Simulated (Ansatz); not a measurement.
CuAsSe:
```xyz
12
Lattice="11.7490 0.0000 0.0000 0.0000 3.9236 0.0000 0.0000 0.0000 5.5774" Properties=species:S:1:pos:R:3 pbc="T T T"
Cu     9.7727     0.9809     0.4869
Cu     1.9763     2.9427     5.0905
Cu     7.8508     2.9427     3.2756
Cu     3.8982     0.9809     2.3018
As    11.5666     0.9809     2.0037
As     0.1824     2.9427     3.5737
As     6.0569     2.9427     4.7924
As     5.6921     0.9809     0.7850
Se     7.8382     0.9809     1.9039
Se     3.9108     2.9427     3.6734
Se     9.7853     2.9427     4.6926
Se     1.9637     0.9809     0.8847
```

Relaxed with r²SCAN. Special points in fractions of this cell's reciprocal vectors: Γ (0.000, 0.000, 0.000); X (0.500, 0.000, 0.000); S (0.500, 0.500, 0.000); Y (0.000, 0.500, 0.000); Z (0.000, 0.000, 0.500); U (0.500, 0.000, 0.500); R (0.500, 0.500, 0.500); T (0.000, 0.500, 0.500).

Question: List the band energies nearest the Fermi level at these points for plane-wave PAW r²SCAN (Ansatz code).

Answer: In eV from the Fermi level; about four levels below and three above (degenerate sets whole), none deeper than 8.9 eV; points with the same levels are listed once.

```json
[
 {"k": "Γ", "below": "-1.51 -0.86 -0.26 -0.06", "above": "0.02 0.04 0.04"},
 {"k": "X", "below": "-1.22 -1.22 -0.71 -0.71", "above": "0.02 0.02 0.07 0.07"},
 {"k": "S", "below": "-1.69 -1.69 -1.69 -1.69", "above": "1.45 1.45 1.45 1.45"},
 {"k": "Y", "below": "-2.06 -2.06 -1.13 -1.13", "above": "1.08 1.08 1.44 1.44"},
 {"k": "Z", "below": "-1.06 -1.06 -0.79 -0.79", "above": "0.20 0.20 1.08 1.08"},
 {"k": "U", "below": "-1.07 -1.07 -0.78 -0.78", "above": "0.19 0.19 1.42 1.42"},
 {"k": "R", "below": "-1.41 -1.41 -1.41 -1.41", "above": "1.63 1.63 1.63 1.63"},
 {"k": "T", "below": "-1.28 -1.28 -1.17 -1.17", "above": "0.71 0.71 2.09 2.09"}
]
```

Space group Pnma. The first step of the workflow began from a Materials Project structure, measured or hypothetical; the Crystallography Open Database copy checked does not list it. COD files the formula under space group No. 60. Whether it is the stable phase at ambient conditions was not checked. The cell was relaxed with r²SCAN under the symmetry of its start; its stability against distortions is not shown here. No spin polarisation was allowed. Scalar-relativistic: spin–orbit coupling is off unless named, which matters more the heavier the elements.

Potentials: the later of the program's two PAW sets.
